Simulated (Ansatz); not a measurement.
MoSe₂:
```yaml
crystal:
  lattice:
    - [-2.51191, 2.51191, 5.66517]
    - [2.51191, -2.51191, 5.66517]
    - [2.51191, 2.51191, -5.66517]
  atoms:
    - { symbol: Mo, position: [0.50000, 0.50000, 0.00000] }
    - { symbol: Mo, position: [0.25000, 0.75000, 0.50000] }
    - { symbol: Se, position: [0.27636, 0.27636, 0.00000] }
    - { symbol: Se, position: [0.02636, 0.52636, 0.50000] }
    - { symbol: Se, position: [0.47364, 0.97364, 0.50000] }
    - { symbol: Se, position: [0.72364, 0.72364, 0.00000] }
```

Relaxed with PBE. Special points in fractions of this cell's reciprocal vectors: Γ (0.000, 0.000, 0.000); X (0.000, 0.000, 0.500); P (0.250, 0.250, 0.250); N (0.000, 0.500, 0.000); M (0.500, 0.500, -0.500); S (0.299, 0.701, -0.299); S0 (-0.299, 0.299, 0.299); R (-0.098, 0.098, 0.500); G (0.500, 0.500, -0.098).

Question: List the band energies nearest the Fermi level at these points for PBE (plane waves, PAW; program Ansatz).

Answer: In eV from the Fermi level; about four levels below and three above (degenerate sets whole), none deeper than 8.9 eV; points with the same levels are listed once.

| k | below | above |
|---|---|---|
| Γ | -0.96 -0.74 -0.14 -0.14 | 0.49 0.70 0.70 |
| X | -0.46 -0.46 -0.13 -0.13 | 1.09 1.09 1.31 1.31 |
| P | -2.71 -2.71 -1.04 -1.04 | 0.62 0.62 0.73 0.73 |
| N | -1.81 -1.17 -0.44 -0.38 | 0.25 0.29 1.30 |
| M | -1.13 -1.13 -1.09 -1.09 | 0.31 0.31 0.68 0.68 |
| S | -1.82 -1.80 -0.71 -0.22 | 0.16 0.53 1.27 |
| R | -0.59 -0.59 -0.19 -0.19 | 0.93 0.93 1.21 1.21 |

Space group I4_1/amd (anatase). The cell is a constructed one: a structure type filled with these elements; neither database checked (COD, Materials Project) lists it. It is not the phase usual at ambient conditions (space group No. 194). The cell was relaxed with PBE under the symmetry of its start; its stability against distortions is not shown here. No spin polarisation was allowed. Spin–orbit coupling is left out wherever it is not named.

Potentials: the later of the program's two PAW sets.
